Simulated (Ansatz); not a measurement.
A relaxed cell of Ge₃Pt is given with its symmetry left out. The cell was found from a structure generator's guess, not taken from experiment.

Level of theory: Ansatz, DFT PBE, scalar-relativistic, plane waves, PAW. Cutoff 420 eV, Γ-centred mesh, Gaussian smearing, no spin polarisation.

```xyz
4
Lattice="-2.6426 2.6426 2.6426 2.6426 -2.6426 2.6426 2.6426 2.6426 -2.6426" Properties=species:S:1:pos:R:3 pbc="T T T"
Ge    0.0000    2.6426    0.0000
Ge    2.6426    0.0000    0.0000
Ge    0.0000    0.0000    2.6426
Pt    0.0000    0.0000    0.0000
```

The zero of energy is the elements' standard structures at the same level; no fitted shifts are applied.

(1) Find its symmetry and describe it.

(2) What is its formation energy per atom?

(3) Is it a metal?

Answers

(1) Im-3m (No. 229). Conventional cell: a = 5.285 Å. Around Ge lie 2 Pt at 2.64 Å and 4 Ge at 2.64 Å; Pt is surrounded by 6 Ge at 2.64 Å.

(2) +0.02 eV/atom. The formation energy is too near zero to say whether this cell lies below the elements.

(3) Yes, bands cross the Fermi level on the 8×8×8 mesh.

The last run used an 8×8×8 mesh for its 8-atom cell and Gaussian smearing of 0.10 eV. The k mesh leaves some 4 meV/atom of noise in the energy of each metallic cell. These runs have no spin–orbit coupling, which can matter for Pt. A structure relaxed within its symmetry needn't be a true minimum. Another cell of Ge3Pt relaxed alike, in R-3m, lies 57 meV/atom lower, so this cell isn't the stable form at this level.
